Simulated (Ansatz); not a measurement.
Sb:
```xyz
2
Lattice="0.0000 3.4366 3.4366 3.4366 0.0000 3.4366 3.4366 3.4366 0.0000" Properties=species:S:1:pos:R:3 pbc="T T T"
Sb     0.0000     0.0000     0.0000
Sb     1.7183     1.7183     1.7183
```

Relaxed with PBEsol. Special points in fractions of this cell's reciprocal vectors: Γ (0.000, 0.000, 0.000); X (0.500, 0.000, 0.500); U (0.625, 0.250, 0.625); K (0.375, 0.375, 0.750); L (0.500, 0.500, 0.500); W (0.500, 0.250, 0.750).

Question: List the band energies nearest the Fermi level at these points for PBEsol with spin–orbit coupling (plane waves, PAW; program Ansatz).

Answer: In eV from the Fermi level; about four levels below and three above (degenerate sets whole), none deeper than 8.9 eV; points with the same levels are listed once.

| k | below | above |
|---|---|---|
| Γ | -1.56 -1.56 -1.56 -1.56 | 0.11 0.11 0.72 0.72 0.72 0.72 |
| X | -0.51 -0.51 -0.51 -0.51 | 4.37 4.37 4.37 4.37 |
| U | -3.27 -3.27 -0.49 -0.49 | 1.21 1.21 3.21 3.21 |
| L | -2.39 -2.39 -2.27 -2.27 | 1.41 1.41 1.77 1.77 |
| W | -3.94 -3.94 -3.74 -3.74 | 0.64 0.64 1.08 1.08 |

Space group Fd-3m (diamond). The start of the workflow was typed in or built on a structure type; neither database checked (COD, Materials Project) lists it. It is not the phase usual at ambient conditions (space group No. 166). Symmetry was held in the PBEsol relaxation. At this level the phase is mechanically unstable.

Potentials: the later of the program's two PAW sets.
